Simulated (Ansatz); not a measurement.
## ZnSnN₂: from a starting cell to a relaxed one

The relaxed structure here is a generated cell of ZnSnN2: the first start was made by placing the elements on the sites of a structure type, and the end was not matched to a known phase here, so it may be hypothetical.

The start is a generated cell, ZnSnN2 placed in the chalcopyrite structure type. The structure is fully relaxed (lattice and positions, P = 0) with r2SCAN (plane waves to 500 eV, PAW, scalar-relativistic; Ansatz, an electronic-structure program). The first steps use a coarse 7×7×7 k-mesh.

The start:
```yaml
crystal:
  lattice:
    - [-2.35193, 2.35193, 4.63493]
    - [2.35193, -2.35193, 4.63493]
    - [2.35193, 2.35193, -4.63493]
  atoms:
    - { symbol: Zn, position: [0.75000, 0.25000, 0.50000] }
    - { symbol: Zn, position: [0.00000, 0.00000, 0.00000] }
    - { symbol: Sn, position: [0.25000, 0.75000, 0.50000] }
    - { symbol: Sn, position: [0.50000, 0.50000, 0.00000] }
    - { symbol: N, position: [0.13240, 0.12500, 0.50740] }
    - { symbol: N, position: [0.61760, 0.62500, 0.49260] }
    - { symbol: N, position: [0.37500, 0.86760, 0.99260] }
    - { symbol: N, position: [0.87500, 0.38240, 0.00740] }
```

* **Initial pressure**: +10.9 GPa (positive: the cell is compressed)
* **Largest initial force**: 1.17 eV/Å, on N5, N6, N7, N8 (atoms numbered as listed)
* **Energy released**: 0.04 eV/atom
* **Volume change**: +5.1 %, from 12.82 to 13.48 Å³/atom
* **Optimiser moves**: 5

The end point of the relaxation:

```cif
data_N8Sn4Zn4
_chemical_formula_sum 'Zn4 Sn4 N8'
_space_group_name_H-M_alt 'I-42d'
_space_group_IT_number 122
_space_group_name_Hall 'I -4 2bw'
_cell_length_a 4.74553
_cell_length_b 4.74553
_cell_length_c 9.57530
_cell_angle_alpha 90.000
_cell_angle_beta 90.000
_cell_angle_gamma 90.000
loop_
_atom_site_label
_atom_site_type_symbol
_atom_site_symmetry_multiplicity
_atom_site_Wyckoff_symbol
_atom_site_fract_x
_atom_site_fract_y
_atom_site_fract_z
_atom_site_occupancy
Zn1 Zn 4 a 0.00000 0.00000 0.00000 1
Sn1 Sn 4 b 0.00000 0.00000 0.50000 1
N1 N 8 d 0.25000 0.25320 0.37500 1
```
(The calculation used a cell of 8 atoms; values per cell refer to that cell.)

Final values are on a 10×10×10 k-mesh of the relaxed cell. No spin polarisation in the result.

The run could not lose the symmetry of its start; a randomly shaken copy of 8 atoms returns to this structure.
